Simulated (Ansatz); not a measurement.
A relaxation computed with Ansatz, from input to last step.

```yaml
crystal:
  lattice:
    - [3.4540309463, 0.0, 0.0]
    - [-1.7270154732, 2.991278545, 0.0]
    - [0.0, 0.0, 5.2001669761]
  atoms:
    - { symbol: Mn, position: [0.0, 0.0, 0.0], spin: 2.66 }
    - { symbol: Mn, position: [0.0, 0.0, 0.5], spin: 2.66 }
    - { symbol: As, position: [0.3333333333, 0.6666666667, 0.25] }
    - { symbol: As, position: [0.6666666667, 0.3333333333, 0.75] }
basis:
  ecutwfc: 420
kpoints:
  mp_grid: { grid: [12, 12, 8] }
hamiltonian:
  xc: pbesol
scf:
  occupations: { method: gaussian, width: 0.1 }
output:
  forces: true
  stress: true
  eigenvalues: true
  populations: true
  write_density: true
  write_potential: true
  elf: true
  volumetric_format: npy
magnetization:
  spin_polarized: true
relax:
  adjacent_minimum: "off"
  f_tol: 0.01
  max_steps: 30
  cell: { stress_tol: 0.1, fix: [volume] }
```

```bash
ansatz run input.yaml --threads 1 --pin off --max-ram 2560MiB --backend cpu --events-out ev --progress --plain --runs-dir out
```

These are results of Ansatz 0.2.0, DFT PBEsol, scalar-relativistic, plane waves, PAW, not measurements.

The volume is held at 0.91 times that of the relaxed cell.

Of 4 frames 3 are shown, positions in Å and forces in eV/Å; the SCF threshold varies from step to step. Steps run on the plane waves of an earlier cell, with a Pulay correction in the pressure. The basis is chosen afresh for the last frame, the zero of the energies, and at times for earlier ones too; energy and pressure step there, also at an unchanged geometry.

```xyz
4
Lattice="3.4540 0.0000 0.0000 -1.7270 2.9913 0.0000 0.0000 0.0000 5.2002" Properties=species:S:1:pos:R:3:forces:R:3 pbc="T T T" step=1 free_energy_over_end_meV_per_atom=0.11 pressure_GPa=11.78
Mn    0.0000    0.0000    0.0000    0.0000    0.0000    0.0000
Mn    0.0000    0.0000    2.6001    0.0000    0.0000    0.0000
As    0.0000    1.9942    1.3000    0.0000    0.0000    0.0000
As    1.7270    0.9971    3.9001    0.0000    0.0000    0.0000
4
Lattice="3.4504 0.0000 0.0000 -1.7252 2.9881 0.0000 0.0000 0.0000 5.2112" Properties=species:S:1:pos:R:3:forces:R:3 pbc="T T T" step=2 free_energy_over_end_meV_per_atom=0.03 pressure_GPa=11.72
Mn    0.0000    0.0000    0.0000    0.0000    0.0000    0.0000
Mn    0.0000    0.0000    2.6056    0.0000    0.0000    0.0000
As    0.0000    1.9921    1.3028    0.0000    0.0000    0.0000
As    1.7252    0.9960    3.9084    0.0000    0.0000    0.0000
4
Lattice="3.4470 0.0000 0.0000 -1.7235 2.9852 0.0000 0.0000 0.0000 5.2213" Properties=species:S:1:pos:R:3:forces:R:3 pbc="T T T" step=4 free_energy_over_end_meV_per_atom=0.00 pressure_GPa=11.67
Mn    0.0000    0.0000    0.0000    0.0000    0.0000    0.0000
Mn    0.0000    0.0000    2.6106    0.0000    0.0000    0.0000
As    0.0000    1.9902    1.3053    0.0000    0.0000    0.0000
As    1.7235    0.9951    3.9159    0.0000    0.0000    0.0000
```

The run took 4.1 min on 1 thread of Intel(R) Xeon(R) Processor @ 2.50GHz (Skylake/Cascade Lake) (shared host), peak memory 0.63 GiB.

Only parallel moments were tried here.